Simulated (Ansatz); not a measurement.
## Fields on a plane of TiSe2 (CdI2 type)

```
TiSe2
1.0
    3.43761     0.00000     0.00000
   -1.71880     2.97705     0.00000
    0.00000     0.00000     5.80742
Ti Se
1 2
Direct
  0.00000   0.00000   0.00000
  0.33333   0.66667   0.26492
  0.66667   0.33333   0.73508
```

The slice is a (1 -1 0 0) plane (indices of the conventional cell) through the point (0.333, 0.667, 0.265) (fractional), spanned by u = [110] and v = [001] in vectors of this cell: u (3.44 Å) and v (5.81 Å, at 90° to u). It covers one period; positions are fractions (u, v).

Atoms on it: Se at (0.00, 0.00). Other atoms lie within 1 Å of the plane.

Level of theory: LDA (plane waves to 420 eV, PAW, scalar-relativistic; Ansatz, an electronic-structure program). k mesh 16×16×8. Inside the PAW spheres the values are not all-electron values, and peaks at nuclei hang on which shells count as valence. TiSe2 is run without spin polarisation. TiSe2 was relaxed with its symmetry unable to fall.

```
|xxxx##@@@@##--::--##@@@@##xx|
|xx**%%@@%%**--..--**%%@@%%**|
|%%%%%%%%##==..  ..==##%%%%%%|
|%%%%%%##++::      ::++##%%%%|
|####**++::          ::++**##|
|++++==::..          ..::==++|
|::::::..    ......    ..::::|
|..............::............|
|    ..::----======----::..  |
|    ..--++**######**++--..  |
|    ::==**%%%%%%%%%%**==::  |
|    ..==##%%@@@@@@%%##==..  |
|    ..==##%%@@@@@@%%##==..  |
|    ..--**%%%%@@%%%%**--..  |
|      ::++##%%%%%%##++::    |
|      ..--++######++--..    |
|        ..::==++==::..      |
|====::..    ......    ..::==|
|%%%%##==..          ..==##%%|
|@@@@@@%%++..      ..++%%@@@@|
|@@@@@@@@##==..  ..==##@@@@@@|
|xx%%@@@@%%**::  ::**%%@@@@%%|
|xxxx##@@%%##--..--##%%@@##xx|
|xxxxxx@@@@##--..--##@@@@xxxx|
```
Scale: ten equal steps from 0.02 (start of ' ') to 0.84 (end of '@'), in the order ' .:-=+*#%@'. Values: electron localisation function (ELF). The map has 14 points along u (two characters each, u = 0 at the left) and 24 along v (v = 0 in the bottom row). Points within 0.5 Å of a nucleus are blanked (x), as the pseudised field means little there.

```
|xxxxxxxx  ==**##**==  xxxxxx|
|xxxxxxxx  ==++++++==  xxxxxx|
|xxxxxx  ::----------::  xxxx|
|xxxx  ::--::..  ..::--::  xx|
|--======::          ::======|
|******==::    xx    ::==****|
|%%##**++::          ::++**##|
|%%%%##++--          --++##%%|
|%%%%##**==::      ::==**##%%|
|@@%%%%##++::..  ..::++##%%%%|
|@@@@%%##++::      ::++##%%@@|
|@@@@%%##==..      ..==##%%@@|
|@@@@%%##++..  xx  ..++##%%@@|
|@@@@@@##++--      --++##@@@@|
|@@@@@@%%##++--::--++##%%@@@@|
|@@@@@@@@%%##******##%%@@@@@@|
|@@@@@@@@@@%%%%%%%%%%@@@@@@@@|
|%%%%%%@@@@@@@@@@@@@@@@@@%%%%|
|++++**%%@@@@@@@@@@@@@@%%**++|
|xxxx  ++##@@@@@@@@@@##++  xx|
|xxxxxx  ++%%@@@@@@%%++  xxxx|
|xxxxxxxx..**%%@@%%**..xxxxxx|
|xxxxxxxx  ++%%%%%%++  xxxxxx|
|xxxxxxxxxx==##%%##==xxxxxxxx|
```
Scale: ten equal steps from -1.00 (start of ' ') to 7.89 (end of '@'), in the order ' .:-=+*#%@'. Values: electrostatic potential energy of an electron, from the cell's mean, in eV. The map has 14 points along u (two characters each, u = 0 at the left) and 24 along v (v = 0 in the bottom row). Points within 1 Å of a nucleus are blanked (x), as the pseudised field means little there. Values under -1 eV are set to -1. The zero, the cell's mean, hangs on the PAW cores.
